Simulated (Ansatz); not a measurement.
TiC:
```
CELL_PARAMETERS angstrom
      0.00000     2.16392     2.16392
      2.16392     0.00000     2.16392
      2.16392     2.16392     0.00000
ATOMIC_POSITIONS crystal
  Ti 0.50000 0.50000 0.50000
  C  0.00000 0.00000 0.00000
```

Relaxed with r²SCAN.

Task: Map the electron localisation function on the plane through (0.500, 0.500, 0.500) spanned by u = [1, 0, 0] and v = [0, 1, -1] in lattice vectors, from r²SCAN in the plane-wave PAW code Ansatz.

Result: x is the fraction of u, y of v (the angle between them is 90°; rows are the nearest grid lines); atoms in the plane: Ti at (0.00, 0.00), C at (0.50, 0.50).
```
y \ x   0.000  0.0625  0.188  0.250  0.375  0.438  0.562  0.625  0.750  0.812  0.938   1.00
------  -----  ------  -----  -----  -----  -----  -----  -----  -----  -----  -----  -----
1.00    0.007   0.081  0.641  0.426  0.084  0.160  0.160  0.084  0.426  0.641  0.081  0.007
0.938   0.074   0.230  0.653  0.394  0.116  0.233  0.233  0.116  0.394  0.653  0.230  0.074
0.875   0.476   0.572  0.612  0.296  0.260  0.465  0.465  0.260  0.296  0.612  0.572  0.476
0.750   0.426   0.395  0.211  0.284  0.741  0.793  0.793  0.741  0.284  0.211  0.395  0.426
0.688   0.117   0.118  0.275  0.551  0.793  0.772  0.772  0.793  0.551  0.275  0.118  0.117
0.625   0.084   0.115  0.536  0.741  0.733  0.587  0.587  0.733  0.741  0.536  0.115  0.084
0.562   0.160   0.233  0.695  0.793  0.587  0.241  0.241  0.587  0.793  0.695  0.233  0.160
0.438   0.160   0.233  0.695  0.793  0.587  0.241  0.241  0.587  0.793  0.695  0.233  0.160
0.375   0.084   0.115  0.536  0.741  0.733  0.587  0.587  0.733  0.741  0.536  0.115  0.084
0.312   0.117   0.118  0.275  0.551  0.793  0.772  0.772  0.793  0.551  0.275  0.118  0.117
0.250   0.426   0.395  0.211  0.284  0.741  0.793  0.793  0.741  0.284  0.211  0.395  0.426
0.125   0.476   0.572  0.612  0.296  0.260  0.465  0.465  0.260  0.296  0.612  0.572  0.476
0.0625  0.074   0.230  0.653  0.394  0.116  0.233  0.233  0.116  0.394  0.653  0.230  0.074
0.000   0.007   0.081  0.641  0.426  0.084  0.160  0.160  0.084  0.426  0.641  0.081  0.007
```

The density is the valence pseudo-density with augmentation charge, so density and ELF within about 1 Å of a nucleus are not all-electron values.

Space group Fm-3m (rock salt). The cell was relaxed with r²SCAN under the symmetry of its start. No spin polarisation was allowed.

Potentials: the later of the program's two PAW sets.
